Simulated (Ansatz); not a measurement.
## Energy against volume for Be2Fe (space group P6_3/mmc)

Be$_{2}$Fe (space group P6_3/mmc)

```xyz
12
Lattice="4.1908 0.0000 0.0000 -2.0954 3.6294 0.0000 0.0000 0.0000 6.7986" Properties=species:S:1:pos:R:3 pbc="T T T"
Be     0.0000     0.0000     0.0000
Be     0.0000     0.0000     3.3993
Be     2.0954     2.3924     1.6997
Be     0.0000     1.2370     5.0990
Be    -1.0241     3.0109     5.0990
Be     3.1196     0.6185     1.6997
Be     1.0713     0.6185     1.6997
Be     1.0241     3.0109     5.0990
Fe     0.0000     2.4196     0.4182
Fe     2.0954     1.2098     6.3804
Fe     2.0954     1.2098     3.8175
Fe     0.0000     2.4196     2.9811
```

The volume is varied about the relaxed value V₀ at fixed cell shape. The atoms relax within the cell's symmetry.

The numbers are results of r2SCAN (plane waves to 500 eV, PAW, scalar-relativistic; Ansatz, a quantum-chemistry and plane-wave program), not measurements. k mesh 10×10×6 (Γ-centred), Fermi-Dirac smearing 0.05 eV. E stands for the smeared free energy. Compression counts positive. With the shape held, the modulus is that of even scaling; a crystal free to change shape is softer. Be2Fe was relaxed with its symmetry unable to fall. Relaxed Be2Fe ends ferromagnetic. Other magnetic orders were not checked, so this need not be the ground state. ΔE is measured from the relaxed starting cell.

| V (Å³/atom) | ΔE (kJ/mol of atoms) | P (GPa) | moment (μB/cell) |
|---|---|---|---|
| 7.239 | 13.8 | 38.5 | 7.46 |
| 7.468 | 9.1 | 29.6 | 7.64 |
| 7.698 | 5.5 | 21.9 | 7.81 |
| 7.928 | 2.9 | 15.2 | 7.98 |
| 8.158 | 1.2 | 9.4 | 8.15 |
| 8.387 | 0.3 | 4.4 | 8.31 |
| 8.617 | 0.0 | 0.0 | 8.48 |
| 8.847 | 0.3 | -3.8 | 8.66 |
| 9.077 | 1.0 | -7.2 | 8.82 |
| 9.307 | 2.2 | -10.1 | 8.97 |
| 9.536 | 3.8 | -12.7 | 9.11 |
| 9.766 | 5.8 | -15.0 | 9.25 |
| 9.996 | 8.0 | -16.9 | 9.40 |

Key numbers:

The pressure at the smallest volume is 38.5 GPa and the energy cost of the largest compression is 143 meV/atom. The energy cost of the largest expansion comes out as 83 meV/atom and the bulk modulus at fixed cell shape B₀ (third-order Birch-Murnaghan fit) is 154 GPa. The pressure derivative B₀′ (fit) is 4.1, the equilibrium volume of the fit comes out as 8.62 Å³/atom and the pressure for 5 % compression (fit) is 8.8 GPa.

(A scan under strain: stresses follow from slopes of the energy per volume, elastic moduli from its curvatures.)
